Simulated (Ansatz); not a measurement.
LaF3:
Space group P6₃/mmc (No. 194); a = b = 4.1294 Å, c = 7.2868 Å, α = β = 90.00°, γ = 120.00°

| atom | site | symmetry | x | y | z |
|---|---|---|---|---|---|
| La | 2c | -6m2 | 0.3333 | 0.6667 | 0.2500 |
| F | 4f | 3m. | 0.6667 | 0.3333 | 0.0799 |
| F | 2b | -6m2 | 0.0000 | 0.0000 | 0.2500 |

Relaxed with PBEsol. PBEsol in the plane-wave PAW code Ansatz gives a gap of 6.03 eV.

Task: What gap does HSE06 give on the same cell (Ansatz, PAW)?

Result: 9.52 eV, 3.49 eV more. The hybrid was solved on a coarser mesh and at special points; the gap given is the minimum over both.

```
k  v1 PBEsol  c1 PBEsol  v1 HSE06  c1 HSE06
-  ---------  ---------  --------  --------
Γ       0.00       6.12         ?         ?
A      -0.55       6.12     -0.60      9.66
K      -0.32       6.03         ?         ?
H      -0.47       6.03     -0.53      9.52
M      -0.28       6.09         ?         ?
L      -0.68       6.11         ?         ?
```

Task: Top valence (v1) and lowest conduction level (c1) in eV from each method's valence maximum (which need not be a listed point): supply the withheld HSE06 values.

Result: 
- K, v1 HSE06: -0.38
- K, c1 HSE06: 9.60
- Γ, v1 HSE06: 0.00
- Γ, c1 HSE06: 9.58
- L, v1 HSE06: -0.74
- L, c1 HSE06: 9.68
- M, v1 HSE06: -0.29
- M, c1 HSE06: 9.64

Cost on shared cores: the PBEsol run (SCF on a 8×8×4 mesh, then bands and DOS) very roughly 50 core-seconds, the HSE06 run (SCF on 5×5×3, then a few points) about 4 core-minutes (a rough figure); the tasks are unlike.

Space group P6_3/mmc. The workflow started from a Materials Project entry (that database holds measured and hypothetical structures alike); the Crystallography Open Database files this formula in space group No. 194, but the cells were not matched. Whether it is the stable phase at ambient conditions was not checked. Symmetry was held in the PBEsol relaxation; its stability against distortions is not shown here. Scalar-relativistic: spin–orbit coupling is off unless named, which matters more the heavier the elements.

Potentials: the later of the program's two PAW sets.
